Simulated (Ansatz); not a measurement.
Space group Pm-3m (No. 221). a = 3.817 Å, b = 3.817 Å, c = 3.817 Å, α = 90.00°, β = 90.00°, γ = 90.00°
```tsv
atom	site	symmetry	x	y	z
Mn	3c	4/mm.m	0.0000	0.5000	0.5000
Sn	1a	m-3m	0.0000	0.0000	0.0000
N	1b	m-3m	0.5000	0.5000	0.5000
```

Equation of state of this Mn₃SnN structure (not necessarily the ground state), with shape and atoms relaxed at each volume where symmetry leaves them free. It has no gap at any of these volumes. All numbers below come from Ansatz, DFT PBEsol, scalar-relativistic, plane waves, PAW.

Settings: cutoff 420 eV, Γ-centred mesh 10×10×10 on the computed 5-atom cell, Gaussian smearing of 0.10 eV; collinear spin.

| V (Å³/atom) | E − E(largest V) (meV/atom) | P (GPa) |
| --- | --- | --- |
| 9.785 | 88.90 | 42.65 |
| 10.119 | 14.75 | 29.03 |
| 10.452 | -33.35 | 17.59 |
| 10.786 | -59.61 | 8.00 |
| 11.119 | -67.70 | 0.00 |
| 11.453 | -60.65 | -6.60 |
| 11.787 | -41.18 | -11.95 |
| 12.231 | 0.00 | -17.65 |

Q: Fit a third-order Birch–Murnaghan equation to E(V).

A: V0 = 11.12 Å³/atom, B0 = 239 GPa, B0' = 5.3.

Moments started parallel, and an antiferromagnetic order may lie lower.

Cost: 8 runs of about 12 core-minutes in all, on Arm Neoverse V1 (shared hosts).